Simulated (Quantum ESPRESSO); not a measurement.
# Strain and stress in Si3Ge3NGa

The results below are calculated, not measured. They come from pw.x of Quantum ESPRESSO 7.5, a plane-wave density functional program, with PseudoDojo standard norm-conserving files (v0.5 for PBE, v0.4.1 for LDA and PBEsol). The cells are made up: elements, strain and atom displacements were drawn at random, and nothing was relaxed. There is no spin polarisation, spin-orbit coupling or dispersion term.

The cell has 8 sites of a zincblende or diamond lattice. Sites 1 to 4 hold Si Ge Ge Ge; sites 5 to 8 hold Si N Ga Si. Cell vectors in Å: (5.472, 0.006, 0.020); (0.006, 5.518, -0.043); (0.020, -0.043, 5.438). Settings: PBE, cutoff 1143 eV, 6 x 6 x 6 k mesh shifted by half a step, Fermi-Dirac smearing of 0.1 eV.

Each run adds the same linear strain along x, y and z to one cell, with the atoms carried along; the vectors above are those of run 4. Stress is positive in tension and P is minus a third of its trace. E is the free energy for each atom above the lowest run shown.

```
run  strain (%)  s_xx (GPa)  s_yy (GPa)  s_zz (GPa)  s_xy (GPa)  P (GPa)  E (meV/atom)
  1       -1.66       -3.11       -2.64       -3.86       -0.34     3.20          7.54
  2       -0.63       -0.52       -0.05       -1.37       -0.28     0.65          0.25
  3       -0.17        0.51        0.98       -0.37       -0.25    -0.37          0.00
  4        0.08        1.04        1.52        0.14       -0.23    -0.90          0.57
  5        1.32        3.40        3.88        2.44       -0.17    -3.24         10.73
  7        2.08        4.64        5.11        3.65       -0.14    -4.47         22.38
  6        1.75           ?           ?           ?           ?        ?             ?
```

A rerun of one of these cells at 1437 eV and k mesh 8 x 8 x 8 moved values by no more than 0.004 eV in the cell's energy, 0.03 GPa in stress and 0.012 eV/Å in force.

## Worked fit

A parabola through the six runs shown gives P = -0.73 - 2.11 e + 0.153 e² GPa, with e in per cent and a scatter of 0.02 GPa. A linear strain of 1 % changes the volume by about 3 %, so the bulk modulus of this cell with clamped atoms is about 70 ± 1 GPa at e = 0. The error is the larger of the fit's own and the change that a cubic makes, rounded up.

## Withheld run

Question: what P should run 6 give?

The fit gives -3.95 GPa. The calculation gave -3.95 GPa.

| run | strain (%) | s_xx (GPa) | s_yy (GPa) | s_zz (GPa) | s_xy (GPa) | P (GPa) | E (meV/atom) |
| --- | --- | --- | --- | --- | --- | --- | --- |
| 6 | 1.75 | 4.12 | 4.60 | 3.14 | -0.15 | -3.95 | 16.87 |